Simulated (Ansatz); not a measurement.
Starting cell, Rh (fcc, Cu type):

```xyz
4
Lattice="3.8001 0.0000 0.0000 0.0000 3.8001 0.0000 0.0000 0.0000 3.8001" Properties=species:S:1:pos:R:3 pbc="T T T"
Rh     0.0000     0.0000     0.0000
Rh     1.9001     1.9001     0.0000
Rh     1.9001     0.0000     1.9001
Rh     0.0000     1.9001     1.9001
```

In each cell atom 1 (Rh, nearest neighbour Rh at 2.687 Å; its periodic images, 3.8 Å or more away, move with it) moves by s·(0.000, 0.000, 1.000) (along Cartesian z), the rest being held.

The numbers are results of r2SCAN (plane waves to 500 eV, PAW, scalar-relativistic; Ansatz, a quantum-chemistry and plane-wave program), not measurements. k mesh 10×10×10 (Γ-centred), Fermi-Dirac smearing 0.05 eV. The energy includes the smearing's −TS. With partly filled bands, energies and forces of such displacements shift with the k mesh and the smearing. Rh is run without spin polarisation. Rh was relaxed with its symmetry unable to fall. The PAW data are Ansatz's earlier set. The zero of ΔE is the undisplaced structure. The last digit holds for this mesh only.

```tsv
s (Å)	ΔE (meV/cell)
-0.270	429.1
-0.216	withheld
-0.162	152.6
-0.108	67.8
-0.054	16.9
0.000	0.0
0.054	16.9
0.108	67.8
0.162	152.6
0.216	withheld
0.270	429.1
```

Question: Fit an even polynomial form (powers 2, 4) to the given rows and predict ΔE at s = 0.216.

Answer: Least squares on the 9 given rows: ΔE = (5781)·s² + (1442)·s⁴, in meV/cell with s in Å; root-mean-square residual 0.10 meV/cell. At 0.216 the fit gives 272.9 meV/cell; the calculation gives 272.2 meV/cell, so the interpolation is off by 0.7 (+0.3 %). The quadratic term alone would give 269.7 meV/cell.

(A displaced cell: forces are minus the slopes of the energy, force constants its curvatures, and phonons follow from these.)
